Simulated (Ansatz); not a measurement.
Method: DFT PBE, scalar-relativistic, plane waves, PAW in Ansatz 0.2.0. Settings: cutoff 420 eV, Γ-centred meshes spaced at most about 0.3 Å⁻¹, and about 0.25 Å⁻¹ or finer for metals (2π included), Gaussian smearing. No spin polarisation in the final relaxations.

Temperature and zero-point effects are left out.

Two relaxed structures of B2F:

1. Space group P6/mmm (No. 191), hexagonal, a = 2.195 Å, c = 5.112 Å. B has 1 F at 1.58 Å and 1 B at 1.96 Å; around F lie 2 B at 1.58 Å.

2. Space group P6/mmm (No. 191), hexagonal, a = 2.959 Å, c = 3.822 Å. Around B lie 3 B at 1.71 Å and 6 F at 2.56 Å; F has 12 B at 2.56 Å (long against the sum of covalent radii).

Question: Which form is favoured at zero pressure, and by what margin per atom?

Answer: Cell 1 is lower, by 18 meV/atom. Cell 1 has space group P6/mmm (No. 191), 7.1 Å³/atom and no gap on its mesh; cell 2 has space group P6/mmm (No. 191), 9.7 Å³/atom and no gap. Counting F atoms around B (those within 1.25 times the shortest such distance or 1.15 times the sum of covalent radii, 1.27 where that leaves under three; the shortest distance is added where it exceeds 1.18 times the sum of covalent radii), cell 1 has B 1 and cell 2 has B 6 from 2.6 Å. Cell 1 holds B–B pairs (shortest 1.96 Å); cell 2 holds B–B nets (shortest 1.71 Å). Even the lower one lies +0.39 eV/atom against the reference forms of the elements (uncorrected), so neither is stable at this level. Both come from invented guesses. A third cell relaxed alike, in P3m1, lies 0.59 eV/atom below the lower of the two.

Weakly bound directions are ill-defined at this level, which has no dispersion term (P6/mmm at 7.1 Å³/atom, P6/mmm at 9.7 Å³/atom), and this can change margins and order among such cells. In P6/mmm at 7.1 Å³/atom, P6/mmm at 9.7 Å³/atom an odd number of electrons in the primitive cell allows no gap without spin; a larger cell or a magnetic state could open one. Cells relaxed within their symmetry can be saddle points.
